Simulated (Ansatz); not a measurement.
**MoS (NiAs-type structure)**

Method: PBE, scalar-relativistic; collinear spin; PAW, 420 eV, Γ-centred 10×10×6 mesh, 0.05 eV Gaussian smearing; code Ansatz; PAW files: Ansatz's generated set soft_2.

```xyz
4
Lattice="3.7418 0.0000 0.0000 -1.8709 3.2405 0.0000 0.0000 0.0000 5.2106" Properties=species:S:1:pos:R:3 pbc="T T T"
Mo    0.0000    0.0000    0.0000
Mo    0.0000    0.0000    2.6053
S     0.0000    2.1603    1.3027
S     1.8709    1.0802    3.9080
```

This is a trial structure made by placing the elements on a prototype's sites, so it needn't be the stable form.

Magnetic state: non-magnetic, site spin moments none.

The cell above was scaled in volume, and shape and atoms were relaxed at each volume within its symmetry. Energies are counted from the cell above.

```csv
V (Å³/atom),ΔE (meV/atom),P (GPa)
14.93,27.2,10.7
15.16,13.8,7.4
15.48,3.3,3.5
15.79,0.0,0.0
16.11,3.2,-3.2
16.43,12.2,-5.9
16.90,35.5,-9.5
17.37,?,?
```

Task: Fill in the withheld row.

Result: ΔE (meV/atom): 68.3, P (GPa): -12.3.

Task: What do the points give for the equilibrium volume, the bulk modulus and its pressure derivative (third-order Birch–Murnaghan)?

Result: V0 = 15.79 Å³/atom, B0 = 166 GPa, B0′ = 4.8.

B0·V0 = 165.7 GPa × 15.79 Å³ = 16.33 eV/atom sets the scale: near the minimum ΔE ≈ ½ B0 V0 x², with x = V/V0 − 1, and a pressure of 1.7 GPa squeezes the volume by about 1 %. At the ends of the curve: x = −5.5 % predicts 24.4 meV/atom and the run gives 27.2; x = +10.0 % predicts 82.3 meV/atom and the run gives 68.3. Compression costs more and expansion less than the parabola says, since the crystal stiffens as it shrinks; B0′ measures that. The run is a metal.
